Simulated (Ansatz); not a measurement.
Relaxed CdS (wurtzite):

```yaml
crystal:
  lattice:
    - [4.19618, 0.00000, 0.00000]
    - [-2.09809, 3.63400, 0.00000]
    - [0.00000, 0.00000, 6.82953]
  atoms:
    - { symbol: Cd, position: [0.33333, 0.66667, 0.99917] }
    - { symbol: Cd, position: [0.66667, 0.33333, 0.49917] }
    - { symbol: S, position: [0.33333, 0.66667, 0.37563] }
    - { symbol: S, position: [0.66667, 0.33333, 0.87563] }
```

Scan: atom 4 (S, nearest neighbour Cd at 2.565 Å; its periodic images, 4.2 Å or more away, move with it) is displaced along Cartesian x, direction (1.000, 0.000, 0.000) in Cartesian axes, by s. The other atoms stay.

These are PBE (plane waves to 420 eV, PAW, scalar-relativistic; Ansatz, a first-principles code) values and carry that method's errors. k mesh 7×7×4 (Γ-centred), Fermi-Dirac smearing 0.05 eV. The energy includes the smearing's −TS. F∥ is the force on the atom along that direction. CdS was relaxed with its symmetry unable to fall. ΔE is measured from the undisplaced structure.

Task: What ΔE (meV/cell) and F∥ (eV/Å) does the calculation give at s (Å) = -0.770, -0.616, -0.462, -0.154, 0.154, 0.770?

Result: 
| s (Å) | ΔE (meV/cell) | F∥ (eV/Å) |
|---|---|---|
| -0.770 | 2031 | 6.697 |
| -0.616 | 1170 | 4.568 |
| -0.462 | 599 | 2.927 |
| -0.154 | 59 | 0.776 |
| 0.154 | 59 | -0.776 |
| 0.770 | 2031 | -6.697 |

(A displaced cell: forces are minus the slopes of the energy, force constants its curvatures, and phonons follow from these.)
